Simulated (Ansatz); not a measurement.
Every step of a relaxation of Ru (hcp type)

DFT, LDA, PAW with Ansatz's default frozen-core files, scalar-relativistic (Ansatz 0.2.0); a Γ-centred 18×18×10 k mesh, Fermi–Dirac smearing of 0.08 eV, no spin polarisation. The run relaxes shape and atoms at held volume.

Command: `ansatz run input.yaml --threads 1 --pin off --max-ram 2048MiB --backend cpu --events-out ev --progress --plain --runs-dir out` It took 17 s on 1 thread of Arm Neoverse V1 (shared host), peak memory 0.34 GiB.

```yaml
crystal:
  lattice:
    - [2.351847205, 0.0, 0.0]
    - [-1.1759236025, 2.0367594254, 0.0]
    - [0.0, 0.0, 3.7161066261]
  atoms:
    - { symbol: Ru, position: [0.3333333333, 0.6666666667, 0.25] }
    - { symbol: Ru, position: [0.6666666667, 0.3333333333, 0.75] }
kpoints:
  mp_grid: { grid: [18, 18, 10] }
scf:
  occupations: { method: fermi_dirac, width: 0.08 }
hamiltonian:
  xc: lda
  pseudopotentials: { kind: paw }
output:
  forces: true
  stress: true
relax:
  f_tol: 0.005
  max_steps: 30
  cell: { stress_tol: 0.23, fix: [volume] }
```

Each step lists its free energy a cell above the last geometry, the pressure, the cell vectors (Å), and Cartesian positions (Å) with forces (eV/Å).

The first step:

```
step 1  dF = 9.99 meV  P = 341.1 GPa
  cell 2.3518 0.0000 0.0000  -1.1759 2.0368 0.0000  0.0000 0.0000 3.7161
  Ru 0.0000 1.3578 0.9290   0.0000 0.0000 0.0000
  Ru 1.1759 0.6789 2.7871   0.0000 0.0000 0.0000
```

The PAW files were made under PBE. The structure type is held throughout; the real material can change phase at far lower pressure. At this compression frozen-core PAW has no all-electron check here.

The symmetry of the start is kept and no stability test is made, so the end need not be the stable phase.

Q: Where does the relaxation end, and by which steps?

A: After 3 geometries, with conventional a, b, c = 2.342, 2.342, 3.748 Å, at 8.900 Å³/atom and 340.6 GPa in space group P6_3/mmc, with a shortest distance of 2.311 Å. The further steps:
```
step 2  dF = 0.67 meV  P = 340.5 GPa
  cell 2.3393 0.0000 0.0000  -1.1696 2.0259 0.0000  0.0000 0.0000 3.7562
  Ru 0.0000 1.3506 0.9390   0.0000 0.0000 0.0000
  Ru 1.1696 0.6753 2.8171   0.0000 0.0000 0.0000
step 3  dF = 0.00 meV  P = 340.6 GPa
  cell 2.3418 0.0000 0.0000  -1.1709 2.0281 0.0000  0.0000 0.0000 3.7479
  Ru 0.0000 1.3521 0.9370   0.0000 0.0000 0.0000
  Ru 1.1709 0.6760 2.8110   0.0000 0.0000 0.0000
step 4  dF = -0.01 meV  P = 340.6 GPa  (same geometry on a basis chosen anew; earlier energies don't compare to the last digit)
  cell 2.3418 0.0000 0.0000  -1.1709 2.0281 0.0000  0.0000 0.0000 3.7479
  Ru 0.0000 1.3521 0.9370   0.0000 0.0000 0.0000
  Ru 1.1709 0.6760 2.8110   0.0000 0.0000 0.0000
```
